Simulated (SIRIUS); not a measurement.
A self-consistent single point of TiSi2 (C2, 6 atoms in the cell; from Materials Project mp-2582, changed as shown).

```yaml
crystal:
  lattice:
    - [0.00000, 4.02322, 4.16528]
    - [2.33479, 0.00000, 4.16528]
    - [2.33479, 4.02322, 0.00000]
  atoms:
    - { symbol: Ti, position: [0.50000, 0.50000, 0.50000] }
    - { symbol: Ti, position: [0.75000, 0.75000, 0.75000] }
    - { symbol: Si, position: [0.83743, 0.16257, 0.83743] }
    - { symbol: Si, position: [0.16257, 0.83743, 0.16257] }
    - { symbol: Si, position: [0.41257, 0.08743, 0.41257] }
    - { symbol: Si, position: [0.09240, 0.40760, 0.09240] }
```

All values come from this method and carry its errors: PBE, SSSP 1.1.2 precision PBE pseudopotentials (plane waves; SIRIUS).

SIRIUS settings:

```
key                                                                         value
--------------------------------------  -----------------------------------------
parameters.ngridk                                                           5 5 5
parameters.xc_functionals                            [XC_GGA_X_PBE, XC_GGA_C_PBE]
parameters.gk_cutoff                                                 9.487 1/bohr
parameters.pw_cutoff                                                    30 1/bohr
parameters.smearing                                                      gaussian
parameters.smearing_width                                           0.00999582 Ha
potentials                              SSSP 1.1.2 precision PBE pseudopotentials
parameters.electronic_structure_method                            pseudopotential
parameters.num_bands                                                           24
parameters.num_mag_dims                                                         0
parameters.num_dft_iter                                                       100
parameters.energy_tol                                                    1e-07 Ha
parameters.density_tol                                                      1e-06
mixer.type                                                               anderson
mixer.beta                                                                    0.7
mixer.use_hartree                                                           false
```

Results:

Number of valence electrons: 40
Number of bands: 24
Number of k-points after the program's reduction: 39
Number of plane waves (most at a k-point): 7653
Number of SCF iterations: 27
FFT grid: 108 × 90 × 90
Free energy E − TS: -3869.5795 eV
Fermi level (on the code's own zero): 13.61 eV
Pressure: 14.53 GPa
Largest force (vector length): 0.332 eV/Å

Forces (eV/Å):
```
atom     Fx      Fy     Fz
----  -----  ------  -----
Ti1   0.000   0.061  0.000
Ti2   0.000   0.132  0.000
Si3   0.000   0.027  0.000
Si4   0.000  -0.016  0.000
Si5   0.000   0.127  0.000
Si6   0.000  -0.332  0.000
```

Stress (GPa, positive for compression):
```
13.81   0.00   0.35
 0.00  11.29   0.00
 0.35   0.00  18.50
```

For comparison: a first run was changed to give this one (atom 6 moved by +0.04 angstrom along y), and from it to this one the free energy rises by 1.2 meV/atom, the pressure hardly changes (14.44 to 14.53 GPa) and the largest force goes from 0.016 to 0.332 eV/Å.

The structure comes from a collection of computed structures, made at another level of theory; the collection holds predicted forms beside known ones. Its lattice was then scaled. No clean gap shows at this smearing width and mesh (spacing up to 0.35 Å⁻¹); the mesh is coarse for partly filled bands, so the values carry mesh errors.

Cost on one core: about 10 core-minutes (a rough figure).
